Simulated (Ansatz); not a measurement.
LaAs$_{12}$Ru$_{4}$:
```yaml
crystal:
  lattice:
    - [-4.30016, 4.30016, 4.30016]
    - [4.30016, -4.30016, 4.30016]
    - [4.30016, 4.30016, -4.30016]
  atoms:
    - { symbol: La, position: [0.00000, 0.00000, 0.00000] }
    - { symbol: As, position: [0.50018, 0.34951, 0.15067] }
    - { symbol: As, position: [0.49982, 0.65049, 0.84933] }
    - { symbol: As, position: [0.19884, 0.34951, 0.84933] }
    - { symbol: As, position: [0.80116, 0.65049, 0.15067] }
    - { symbol: As, position: [0.15067, 0.50018, 0.34951] }
    - { symbol: As, position: [0.84933, 0.49982, 0.65049] }
    - { symbol: As, position: [0.84933, 0.19884, 0.34951] }
    - { symbol: As, position: [0.15067, 0.80116, 0.65049] }
    - { symbol: As, position: [0.34951, 0.15067, 0.50018] }
    - { symbol: As, position: [0.65049, 0.84933, 0.49982] }
    - { symbol: As, position: [0.34951, 0.84933, 0.19884] }
    - { symbol: As, position: [0.65049, 0.15067, 0.80116] }
    - { symbol: Ru, position: [0.50000, 0.50000, 0.50000] }
    - { symbol: Ru, position: [0.00000, 0.00000, 0.50000] }
    - { symbol: Ru, position: [0.50000, 0.00000, 0.00000] }
    - { symbol: Ru, position: [0.00000, 0.50000, 0.00000] }
```

Relaxed with PBE. Special points in fractions of this cell's reciprocal vectors: Γ (0.000, 0.000, 0.000); H (0.500, -0.500, 0.500); N (0.000, 0.000, 0.500); P (0.250, 0.250, 0.250).

List the band energies nearest the Fermi level at these points for PBE (plane waves, PAW; program Ansatz).

In eV from the Fermi level; about four levels below and three above (degenerate sets whole), none deeper than 8.9 eV; points with the same levels are listed once.

| k | below | above |
|---|---|---|
| Γ | -0.34 -0.34 -0.13 -0.13 | 0.21 1.00 1.51 1.51 1.51 |
| H | -0.91 -0.91 -0.62 -0.62 -0.62 | 1.80 1.80 1.80 |
| N | -0.61 -0.41 -0.32 -0.27 | 0.05 1.12 1.24 |
| P | -0.48 -0.48 -0.23 -0.23 -0.23 | 0.11 1.31 1.31 |

Space group Im-3. The start of the workflow was typed in or built on a structure type; neither database checked (COD, Materials Project) lists it. Its standing as an ambient phase is unchecked. Symmetry was held in the PBE relaxation; whether a distortion lowers the energy is not shown. The run is not spin-polarised. Scalar-relativistic: spin–orbit coupling is off unless named, which matters more the heavier the elements.

Potentials: the later of the program's two PAW sets.
